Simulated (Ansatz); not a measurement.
Electric field gradients in CuAu3

All numbers below come from Ansatz 0.2.0, DFT LDA, scalar-relativistic, plane waves, PAW. Cutoff 420 eV, 10×10×10 k-points (Γ-centred), Fermi-Dirac smearing of 0.15 eV. No spin polarisation.

Equilibrium structure at this level:
```
CELL_PARAMETERS angstrom
3.93797 0.00000 0.00000
0.00000 3.93797 0.00000
0.00000 0.00000 3.93797
ATOMIC_POSITIONS crystal
Cu 0.00000 0.00000 0.00000
Au 0.00000 0.50000 0.50000
Au 0.50000 0.00000 0.50000
Au 0.50000 0.50000 0.00000
```

In a metal these results depend on the k mesh and the smearing. Spin–orbit coupling is left out, which matters for gradients at heavy nuclei.

Give V_zz (10²¹ V/m²) and the asymmetry η at each distinct site.

Answers

```csv
atom,V_zz,η
Cu (atom 1),0.000,zero by symmetry
Au (atom 2),-5.18,0.00
```

Cost: 1 run of about 0.13 core-minutes, on Arm Neoverse V2 (shared hosts).